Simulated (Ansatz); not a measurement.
A distorted cell of La (dhcp type, space group P6_3/mmc):

```
La
1.0
    3.78558     0.00000     0.00000
   -1.89279     3.27841     0.00000
    0.00000     0.00000    12.03275
La
4
Direct
  0.00000   0.00000   0.00000
  0.00000   0.00000   0.50000
  0.35987   0.64013   0.23010
  0.66667   0.33333   0.75000
```

Computed with r2SCAN (plane waves to 500 eV, PAW, scalar-relativistic; Ansatz, a quantum-chemistry and plane-wave program). k mesh 11×11×3 (Γ-centred), Fermi-Dirac smearing 0.05 eV. Energies are smeared free energies. Compression counts positive. With partly filled bands, energies and forces of such displacements shift with the k mesh and the smearing. La is run without spin polarisation. La was relaxed with its symmetry unable to fall.

Predict the force on every atom, in eV/Å.


```csv
atom,Fx,Fy,Fz
La1,0.009,-0.005,-0.207
La2,0.008,-0.004,-0.077
La3,-0.047,0.027,0.427
La4,0.030,-0.017,-0.142
```

In it atom 3 sits (0.151, -0.087, -0.239) Å away from its relaxed site. What is its energy relative to the relaxed cell?

54 meV/cell.

(For displaced atoms, the force is minus the slope of the energy, and its curvature is a force constant, which sets phonon frequencies.)
